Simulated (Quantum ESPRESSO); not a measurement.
AlGa6InP8, input and log of a self-consistent run

Simulated, not a measurement. The program is pw.x of Quantum ESPRESSO 7.5 (plane-wave density functional theory). The cell is made up: 16 atoms on a doubled zincblende/diamond lattice, with randomly drawn elements, strain and displacements, not relaxed. PseudoDojo standard norm-conserving files (v0.5 for PBE, v0.4.1 for LDA and PBEsol) set the functional; there is no spin polarisation, spin-orbit coupling or dispersion term, and the masses in the input are unused placeholders.

Input:

```
&control calculation='scf', pseudo_dir='./dojo.nc.sr.pbe.v0_5.standard.upf', outdir='./o', disk_io='low', tprnfor=.true., tstress=.true. /
&system ibrav=0, nat=16, ntyp=4, nbnd=73, ecutwfc=101.20763327, nosym=.true., tot_charge=0,
 occupations='smearing', smearing='fd', degauss=0.0018374661
/
&electrons conv_thr=7.350e-09, electron_maxstep=60, /
ATOMIC_SPECIES
Al 1.0 Al.upf
Ga 1.0 Ga.upf
In 1.0 In.upf
P 1.0 P.upf
CELL_PARAMETERS angstrom
5.7083 0.0055 0.0398
0.0055 5.7083 0.0245
0.0796 0.049 11.2218
ATOMIC_POSITIONS angstrom
Al 0.2076 0.111 0.1605
Ga 0.1513 2.8604 2.8266
Ga 2.7689 -0.0552 2.9295
Ga 2.8185 2.6798 0.093
Ga -0.0545 -0.0176 5.5798
In 0.0443 2.8641 8.4275
Ga 2.8258 -0.1064 8.452
Ga 2.9071 2.9682 5.776
P 1.3153 1.5359 1.5863
P 1.4406 4.1484 4.1069
P 4.3583 1.3479 4.247
P 4.3865 4.254 1.3715
P 1.4609 1.4847 6.9579
P 1.416 4.3559 9.9025
P 4.2141 1.5939 9.7672
P 4.3426 4.2758 7.0707
K_POINTS automatic
6 6 4 1 1 1
```

The log is shortened where brackets say so; the opening notice, blank lines, dates and the lines on written files are dropped, and the path of the files is cut. It prints rydbergs, bohrs and kilobars, and counts compression as positive stress.

```
     Program PWSCF v.7.5
     Parallel version (MPI & OpenMP), running on       4 processor cores
     Number of MPI processes:                 4
     Threads/MPI process:                     1
     [start-up lines left out]
     bravais-lattice index     =            0
     lattice parameter (alat)  =      10.7874  a.u.
     unit-cell volume          =    2467.4179 (a.u.)^3
     number of atoms/cell      =           16
     number of atomic types    =            4
     number of electrons       =       134.00
     number of Kohn-Sham states=           73
     kinetic-energy cutoff     =     101.2076  Ry
     charge density cutoff     =     404.8305  Ry
     scf convergence threshold =      7.3E-09
     mixing beta               =       0.7000
     number of iterations used =            8  plain     mixing
     Exchange-correlation= PBE
                           (   1   4   3   4   0   0   0)
     [axes and pseudopotential details left out]
   Cartesian axes
     site n.     atom                  positions (alat units)
         1        Al     tau(   1) = (   0.0363672   0.0194449   0.0281163  )
         2        Ga     tau(   2) = (   0.0265046   0.5010825   0.4951614  )
         3        Ga     tau(   3) = (   0.4850536  -0.0096699   0.5131874  )
         4        Ga     tau(   4) = (   0.4937425   0.4694451   0.0162917  )
         5        Ga     tau(   5) = (  -0.0095473  -0.0030832   0.9774647  )
         6        In     tau(   6) = (   0.0077604   0.5017306   1.4763224  )
         7        Ga     tau(   7) = (   0.4950213  -0.0186391   1.4806143  )
         8        Ga     tau(   8) = (   0.5092634   0.5199668   1.0118349  )
         9        P      tau(   9) = (   0.2304132   0.2690577   0.2778867  )
        10        P      tau(  10) = (   0.2523631   0.7267133   0.7194433  )
        11        P      tau(  11) = (   0.7634834   0.2361240   0.7439859  )
        12        P      tau(  12) = (   0.7684234   0.7452122   0.2402582  )
        13        P      tau(  13) = (   0.2559192   0.2600885   1.2188791  )
        14        P      tau(  14) = (   0.2480537   0.7630629   1.7347117  )
        15        P      tau(  15) = (   0.7382225   0.2792181   1.7110099  )
        16        P      tau(  16) = (   0.7607330   0.7490311   1.2386393  )
     number of k points=    72  Fermi-Dirac smearing, width (Ry)=  0.0018
                       cart. coord. in units 2pi/alat
        k(    1) = (   0.0828187   0.0829868   0.0626367), wk =   0.0277778
        k(    2) = (   0.0819325   0.0824418   0.1898184), wk =   0.0277778
     [further k points left out]
     Dense  grid:   339461 G-vectors     FFT dimensions: (  72,  72, 135)
     Estimated max dynamical RAM per process >       1.47 GB
     Estimated total dynamical RAM >       5.62 GB
     Initial potential from superposition of free atoms
     starting charge     133.9765, renormalised to     134.0000
     Starting wfcs are   99 randomized atomic wfcs
     total cpu time spent up to now is       64.8 secs
     per-process dynamical memory:  1260.5 Mb
     Self-consistent Calculation
     iteration #  1     ecut=   101.21 Ry     beta= 0.70
     Davidson diagonalization with overlap
     ethr =  1.00E-02,  avg # of iterations =  3.5
     Threshold (ethr) on eigenvalues was too large:
     Diagonalizing with lowered threshold
     Davidson diagonalization with overlap
     ethr =  4.86E-04,  avg # of iterations =  2.0
     total cpu time spent up to now is      354.9 secs
     total energy              =   -1166.10559939 Ry
     estimated scf accuracy    <       0.66572218 Ry
     iteration #  2     ecut=   101.21 Ry     beta= 0.70
     Davidson diagonalization with overlap
     ethr =  4.97E-04,  avg # of iterations =  3.6
     total cpu time spent up to now is      523.9 secs
     total energy              =   -1166.25273902 Ry
     estimated scf accuracy    <       0.24867918 Ry
     iteration #  3     ecut=   101.21 Ry     beta= 0.70
     Davidson diagonalization with overlap
     ethr =  1.86E-04,  avg # of iterations =  7.0
     total cpu time spent up to now is      688.1 secs
     total energy              =   -1166.28120393 Ry
     estimated scf accuracy    <       0.12565817 Ry
     iteration #  4     ecut=   101.21 Ry     beta= 0.70
     Davidson diagonalization with overlap
     ethr =  9.38E-05,  avg # of iterations =  7.6
     total cpu time spent up to now is      866.0 secs
     total energy              =   -1166.30792956 Ry
     estimated scf accuracy    <       0.03012324 Ry
     iteration #  5     ecut=   101.21 Ry     beta= 0.70
     Davidson diagonalization with overlap
     ethr =  2.25E-05,  avg # of iterations =  5.9
     total cpu time spent up to now is     1028.6 secs
     total energy              =   -1166.31240703 Ry
     estimated scf accuracy    <       0.00312998 Ry
     [iterations 6 to 7 left out]
     iteration #  8     ecut=   101.21 Ry     beta= 0.70
     Davidson diagonalization with overlap
     ethr =  1.11E-07,  avg # of iterations =  2.6
     total cpu time spent up to now is     1545.4 secs
     total energy              =   -1166.31304089 Ry
     estimated scf accuracy    <       0.00000916 Ry
     iteration #  9     ecut=   101.21 Ry     beta= 0.70
     Davidson diagonalization with overlap
     ethr =  6.83E-09,  avg # of iterations =  4.0
     total cpu time spent up to now is     1727.8 secs
     total energy              =   -1166.31304361 Ry
     estimated scf accuracy    <       0.00000186 Ry
     iteration # 10     ecut=   101.21 Ry     beta= 0.70
     Davidson diagonalization with overlap
     ethr =  1.39E-09,  avg # of iterations =  2.1
     total cpu time spent up to now is     1881.7 secs
     total energy              =   -1166.31304388 Ry
     estimated scf accuracy    <       0.00000026 Ry
     iteration # 11     ecut=   101.21 Ry     beta= 0.70
     Davidson diagonalization with overlap
     ethr =  1.92E-10,  avg # of iterations =  4.0
     total cpu time spent up to now is     2067.1 secs
     total energy              =   -1166.31304396 Ry
     estimated scf accuracy    <       0.00000008 Ry
     iteration # 12     ecut=   101.21 Ry     beta= 0.70
     Davidson diagonalization with overlap
     ethr =  5.97E-11,  avg # of iterations =  2.3
     total cpu time spent up to now is     2220.7 secs
     End of self-consistent calculation
     [lines on levels left out]
!    total energy              =   -1166.31304397 Ry
     estimated scf accuracy    <          7.1E-09 Ry
     smearing contrib. (-TS)   =      -0.00000000 Ry
     internal energy E=F+TS    =   -1166.31304397 Ry
     The total energy is F=E-TS. E is the sum of the following terms:
     one-electron contribution =    -596.32977149 Ry
     hartree contribution      =     391.46553784 Ry
     xc contribution           =    -326.01966385 Ry
     ewald contribution        =    -635.42914647 Ry
     convergence has been achieved in  12 iterations
     Forces acting on atoms (cartesian axes, Ry/au):
     atom    1 type  1   force =    -0.07231961   -0.02428205   -0.04323445
     atom    2 type  2   force =    -0.11769754    0.02381352    0.01689135
     atom    3 type  2   force =     0.04639539    0.01267631   -0.03305689
     atom    4 type  2   force =     0.00663564    0.05181720   -0.00194115
     atom    5 type  2   force =     0.02799883   -0.00419039   -0.00497762
     atom    6 type  3   force =     0.02406933    0.01128965    0.00415797
     atom    7 type  2   force =     0.01403253    0.03922107   -0.00615259
     atom    8 type  2   force =     0.00009337   -0.03354629   -0.05079109
     atom    9 type  4   force =     0.09455405   -0.06939545   -0.04982092
     atom   10 type  4   force =     0.01997708    0.04237157    0.09115905
     atom   11 type  4   force =    -0.03088209    0.03742798   -0.00595619
     atom   12 type  4   force =    -0.01998499    0.00731923    0.02557428
     atom   13 type  4   force =     0.02110859   -0.05829282   -0.00816120
     atom   14 type  4   force =     0.03614621    0.00860360    0.03477479
     atom   15 type  4   force =    -0.01720636   -0.09869691    0.05382332
     atom   16 type  4   force =    -0.03292044    0.05386377   -0.02228867
     Total force =     0.299528     Total SCF correction =     0.000388
     Computing stress (Cartesian axis) and pressure
          total   stress  (Ry/bohr**3)                   (kbar)     P=      -18.13
  -0.00016164   0.00002023  -0.00008716          -23.78        2.98      -12.82
   0.00002023  -0.00014057   0.00002533            2.98      -20.68        3.73
  -0.00008716   0.00002533  -0.00006751          -12.82        3.73       -9.93
     init_run     :     62.12s CPU     63.93s WALL (       1 calls)
     electrons    :   2114.98s CPU   2156.12s WALL (       1 calls)
     forces       :     31.22s CPU     31.47s WALL (       1 calls)
     stress       :     88.78s CPU     91.14s WALL (       1 calls)
     [timing details left out]
     PWSCF        :  38m18.48s CPU  39m 4.64s WALL
     JOB DONE.
```

In other units: free energy -15868.497 eV for the cell, pressure -1.81 GPa, largest force component 3.026 eV/Å. This run is the check on a run of the same cell at a cutoff of 1088 eV and k mesh 4 x 4 x 2: rerunning at a cutoff of 1377 eV and k mesh 6 x 6 x 4 moved values by no more than 0.020 eV in energy, 0.03 GPa in stress and 0.003 eV/Å in force.